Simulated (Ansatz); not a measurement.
Ir (fcc, Cu type)

```
Ir
1.0
    0.00000     1.91515     1.91515
    1.91515     0.00000     1.91515
    1.91515     1.91515     0.00000
Ir
1
Cartesian
  0.00000   0.00000   0.00000
```

The slice is a {111} plane (indices of the conventional cell) through the point (0.000, 0.000, 0.000) (fractional), spanned by u = [100] and v = [-1 2 0] in vectors of this cell: u (2.71 Å) and v (4.69 Å, at 90° to u). It covers one period; positions are fractions (u, v).

Computed with PBEsol (plane waves to 420 eV, PAW, scalar-relativistic; Ansatz, a program for electronic structure). k mesh 21×21×21. Inside the PAW spheres the values are not all-electron values, and peaks at nuclei hang on which shells count as valence. Ir is run without spin polarisation. Ir was relaxed with its symmetry unable to fall. Spin-orbit coupling is left out, though Ir is heavy. The PAW data are Ansatz's earlier set.

What is the valence density on the shortest Ir–Ir line in this plane (2.71 Å), at its midpoint?

0.46 e/Å³.

What is the ELF at the midpoint of the shortest Ir–Ir line in this plane (2.71 Å)?

0.36.

Sketch the valence electron density on this plane as a map.


```tsv
v \ u	0.00	0.12	0.25	0.38	0.50	0.62	0.75	0.88
0.86	0.6	0.4	0.0	-0.4	-0.5	-0.4	0.0	0.4
0.71	-0.4	-0.4	-0.3	-0.2	-0.1	-0.2	-0.3	-0.4
0.57	-0.4	-0.2	0.4	0.8	0.9	0.8	0.4	-0.2
0.43	-0.4	-0.2	0.4	0.8	0.9	0.8	0.4	-0.2
0.29	-0.4	-0.4	-0.3	-0.2	-0.1	-0.2	-0.3	-0.4
0.14	0.6	0.4	0.0	-0.4	-0.5	-0.4	0.0	0.4
0.00	1.0	0.9	0.6	-0.1	-0.3	-0.1	0.6	0.9
```

Values: log₁₀ of the valence density in e/Å³. The scale is logarithmic, as a density can span decades between atoms and voids.
